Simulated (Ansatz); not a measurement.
**Data sheet: BeS (DFT)**

BeS:
Space group Fm-3m (No. 225); a = b = c = 4.6292 Å, α = β = γ = 90.00°

```json
[
 {"atom": "S", "site": "4a", "symmetry": "m-3m", "x": "0.0000", "y": "0.0000", "z": "0.0000"},
 {"atom": "Be", "site": "4b", "symmetry": "m-3m", "x": "0.5000", "y": "0.5000", "z": "0.5000"}
]
```
(The calculation used a cell of 2 atoms; values per cell refer to that cell.)

Space group Fm-3m (No. 225), rock salt; conventional cell a = b = c = 4.6292 Å, α = β = γ = 90.00°.

Method: PBE in the plane-wave PAW code Ansatz. Structure relaxed to zero pressure with the same functional. Other levels are named where they apply.

Cell and energy:

- Volume per atom = 12.40 Å³
- Density = 2.75 g/cm³
- Formation energy from the elements (no fitted shifts) = -0.51 eV/atom

Electronic structure:

- Band gap: 0.97 eV (indirect)
- Valence-band maximum: on the K–Γ line, 60 % of the way from K
- Conduction-band minimum: at X (3 equivalent valleys)
- Smallest direct gap on the standard path: 4.16 eV
- Electron effective mass: 0.29, 0.29, 0.97 mₑ (principal values)
- Hole effective mass: 0.19, 0.92, 1.2 mₑ (principal values)

Mechanics:

* **Bulk modulus (Birch–Murnaghan fit)**: 107 GPa
* **Pressure derivative B′**: 3.8

The start of the workflow was typed in or built on a structure type; neither database checked (COD, Materials Project) lists it. COD files the formula under space group No. 216. Whether it is the stable phase at ambient conditions was not checked. The cell was relaxed with PBE under the symmetry of its start; whether a distortion lowers the energy is not shown. The references are the lowest solids computed at this level, not always the standard phases.

Potentials: the earlier of the program's two PAW sets.
